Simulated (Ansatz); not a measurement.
Polymorphs of MoW, each relaxed with DFT-PBEsol in the program Ansatz with PAW potentials:

A: CsCl type (Pm-3m)
a = b = c = 3.1418 Å, α = β = γ = 90.00°

| atom | site | symmetry | x | y | z |
|---|---|---|---|---|---|
| Mo | 1a | m-3m | 0.0000 | 0.0000 | 0.0000 |
| W | 1b | m-3m | 0.5000 | 0.5000 | 0.5000 |

B: Cmcm
a = 2.574 Å, b = 10.609 Å, c = 4.629 Å, α = 90.00°, β = 90.00°, γ = 90.00°

```json
[
 {"atom": "W", "site": "4c", "symmetry": "m2m", "x": "0.0000", "y": "0.3210", "z": "0.2500"},
 {"atom": "Mo", "site": "4c", "symmetry": "m2m", "x": "0.0000", "y": "0.0682", "z": "0.2500"}
]
```

Task: Order them by energy per atom at 0 K (lowest first) at the level PBEsol.

Result: A (+0 meV/atom), B (+433 meV/atom)

Typed or built starts, not in the databases checked: A; B. All cells were relaxed under the symmetry of their starts (and spin orders); stability against distortions was not tested throughout. Rows with no word on spin ran without spin polarisation. Spin–orbit coupling is left out wherever it is not named.

Energies hold the estimated change up to a 700 eV cutoff; steps of a few meV lie near the error of the meshes.

Potentials: the later of the program's two PAW sets.
